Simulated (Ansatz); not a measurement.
Ga (α-Ga), relaxed and computed with several functionals in Ansatz (plane waves, PAW).

```csv
functional,a (Å),c (Å),V (Å³/atom)
LDA,4.424,4.434,18.37
PBE+D3(BJ),4.508,4.509,19.40
r²SCAN,4.474,4.526,19.23
PBEsol,4.479,4.486,19.08
PBE,?,?,?
r²SCAN+D4,4.442,4.499,18.88
```

### Question
Some entries are withheld; supply them.

### Answer

- PBE, a (Å): 4.582
- PBE, c (Å): 4.583
- PBE, V (Å³/atom): 20.32

All cells were relaxed under the symmetry of their starts (and spin orders); stability against distortions was not tested throughout. Spin–orbit coupling is left out wherever it is not named.

Potentials: the earlier of the program's two PAW sets. The files were generated under PBE; for other functionals the program regenerates the frozen cores, and for LDA and PBEsol the local potential too.

Ansatz (a program for electronic structure) is a plane-wave DFT program.
